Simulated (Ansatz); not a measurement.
Fields on a plane of MgH2 (rutile)

```
MgH2
1.0
    4.48439     0.00000     0.00000
    0.00000     4.48439     0.00000
    0.00000     0.00000     2.99668
Mg H
2 4
Cartesian
  0.00000   0.00000   0.00000
  2.24219   2.24219   1.49834
  1.36636   1.36636   0.00000
  3.60855   0.87584   1.49834
  0.87584   3.60855   1.49834
  3.11803   3.11803   0.00000
```

The slice is a (010) plane (indices of the conventional cell) through the point (0.305, 0.305, 0.000) (fractional), spanned by u = [001] and v = [100] in vectors of this cell: u (3.00 Å) and v (4.48 Å, at 90° to u). It covers one period; positions are fractions (u, v).

Atoms on it: H at (0.00, 0.00). Other atoms lie within 1 Å of the plane.

Method: r2SCAN (plane waves to 500 eV, PAW, scalar-relativistic; Ansatz, a first-principles code). k mesh 8×8×11. Near the nuclei the fields are pseudised (PAW); where an atom keeps semicore shells as valence, they peak there. MgH2 was relaxed with its symmetry unable to fall.

```
v \ u  0.00  0.15  0.31  0.46  0.62  0.77  0.92
-----  ----  ----  ----  ----  ----  ----  ----
0.90   -0.2  -0.5  -1.0  -1.3  -1.2  -0.7  -0.3
0.75   -1.1  -1.1  -1.2  -1.2  -1.2  -1.2  -1.1
0.60   -1.4  -1.2  -0.8  -0.6  -0.7  -1.0  -1.3
0.45   -1.3  -1.1  -0.7  -0.3  -0.5  -0.9  -1.3
0.30   -1.2  -1.2  -1.0  -0.8  -0.9  -1.1  -1.2
0.15   -0.5  -0.7  -0.9  -0.9  -1.0  -0.8  -0.6
0.00    0.3  -0.2  -0.8  -1.2  -1.0  -0.5   0.1
```

Values: log₁₀ of the valence density in e/Å³. The scale is logarithmic, as a density can span decades between atoms and voids.

```tsv
v \ u	0.00	0.15	0.31	0.46	0.62	0.77	0.92
0.90	x	x	4.9	4.5	4.7	4.7	x
0.80	3.9	4.6	5.4	5.6	5.6	5.0	4.1
0.70	3.3	4.1	5.4	6.1	5.9	4.8	3.5
0.60	3.6	4.4	5.3	x	x	5.0	3.8
0.50	4.6	4.9	x	x	x	5.0	4.7
0.40	5.0	4.7	3.3	x	x	4.2	4.9
0.30	4.8	3.7	0.4	<-2.0	-1.4	2.3	4.5
0.20	4.6	3.2	-1.6	<-2.0	<-2.0	1.2	4.3
0.10	x	x	0.1	<-2.0	<-2.0	1.9	x
0.00	x	x	3.0	1.5	2.2	x	x
```

Values: electrostatic potential energy of an electron, from the cell's mean, in eV. Points within 0.8 Å of a nucleus are blanked (x), as the pseudised field means little there. Values under -2 eV are set to -2. The zero, the cell's mean, hangs on the PAW cores.
